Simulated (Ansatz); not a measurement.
Relaxed-ion elastic tensor of ZnInNO in space group P3m1 (No. 156; In on 1b, Zn on 1c, O on 1b, N on 1c) in GPa (Voigt order), r²SCAN (plane waves, PAW; program Ansatz); density 6.28 g/cm³, 13.90 Å³ per atom.

|  | 1 | 2 | 3 | 4 | 5 | 6 |
|---|---|---|---|---|---|---|
| 1 | 211 | 116 | 98.1 | 0.2 | 0.0 | 0.0 |
| 2 | 116 | 211 | 98.1 | -0.2 | 0.0 | 0.0 |
| 3 | 98.1 | 98.1 | 194 | 0.0 | 0.0 | 0.0 |
| 4 | 0.2 | -0.2 | 0.0 | 43.7 | 0.0 | 0.0 |
| 5 | 0.0 | 0.0 | 0.0 | 0.0 | 43.7 | 0.2 |
| 6 | 0.0 | 0.0 | 0.0 | 0.0 | 0.2 | 47.4 |

### Question
Is the crystal mechanically stable?

### Answer
Yes: the smallest eigenvalue of C is 43.7 GPa.

### Question
Work out the Voigt, Reuss and Hill averages.

### Answer
K_V = 138, K_R = 137, K_H = 137; G_V = 47.2, G_R = 46.9, G_H = 47.0 GPa.

### Question
Give Young's modulus, Poisson's ratio, Pugh's ratio and the universal anisotropy index.

### Answer
E = 9KG/(3K + G) = 127 GPa; ν = 0.35; K/G = 2.92 (ductile by the Pugh limit of 1.75); A_U = 5G_V/G_R + K_V/K_R − 6 = 0.04.

### Question
Estimate the sound speeds and the Debye temperature.

### Answer
v_l = √((K + 4G/3)/ρ) = 5650 m/s, v_t = √(G/ρ) = 2740 m/s, mean 3080 m/s; Θ = (h/k)(3n/4πV)^(1/3) v_m = 381 K.

### Question
Solve the Christoffel equation for the three sound speeds along x, y, z.

### Answer
Eigenvalues of C_ijkl n_j n_l equal ρv². In km/s, slowest first: x 2.64, 2.75, 5.80; y 2.64, 2.75, 5.80; z 2.64, 2.64, 5.56.

### Question
How much does each axis shrink under pressure?

### Answer
Linear compressibilities β_i = Σ_j S_ij (j = 1 to 3): x 2.2, y 2.2, z 3.0 per TPa.

The start of the workflow was typed in or built on a structure type; neither database checked (COD, Materials Project) lists it. Its standing as an ambient phase is unchecked. The r²SCAN relaxation kept the symmetry of its start; its stability against distortions is not shown here.

Potentials: the earlier of the program's two PAW sets. The files were generated under PBE; for other functionals the program regenerates the frozen cores, and for LDA and PBEsol the local potential too.
